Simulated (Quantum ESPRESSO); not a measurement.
## Kohn-Sham bands of CdO (rock salt)

```yaml
crystal:
  lattice:
    - [0.00000, 2.36099, 2.36099]
    - [2.36099, 0.00000, 2.36099]
    - [2.36099, 2.36099, 0.00000]
  atoms:
    - { symbol: Cd, position: [0.00000, 0.00000, 0.00000] }
    - { symbol: O, position: [0.50000, 0.50000, 0.50000] }
```

Structure: Materials Project mp-1132, symmetrised, not relaxed again. COD (Crystallography Open Database) has an entry of this formula and space group (matched by these alone). Level: PBEsol, no spin polarisation, no spin-orbit coupling; pw.x of Quantum ESPRESSO at 82 Ry with PseudoDojo potentials, 12×12×12 k-points, Wannier90. Density: 12×12×12 mesh, Gaussian smearing 0.01 Ry.

**Question.** List the Kohn-Sham levels between −8 and 3.0 eV relative to the Fermi level at the high-symmetry points, as a band run of pw.x on that density gives them (levels within 2 meV counted together).

**Answer.** 
| point | k (reciprocal lattice) | levels (eV) |
|---|---|---|
| Γ | 0.000 0.000 0.000 | -6.78 (×3), -6.49 (×2), -1.49 (×3), -0.68 |
| X | 0.500 0.000 0.500 | -7.24, -6.23, -6.10 (×2), -5.81, -4.45, -2.44 (×2) |
| U | 0.625 0.250 0.625 | -7.21, -6.77, -6.61, -6.19, -6.09, -3.52, -3.02, -1.41 |
| K | 0.375 0.375 0.750 | -7.21, -6.77, -6.61, -6.19, -6.09, -3.52, -3.02, -1.41 |
| L | 0.500 0.500 0.500 | -7.73, -7.37 (×2), -6.24 (×2), -3.94, -0.16 (×2) |
| W | 0.500 0.250 0.750 | -6.98, -6.91 (×2), -6.10, -5.91, -3.12 (×2), -2.02 |
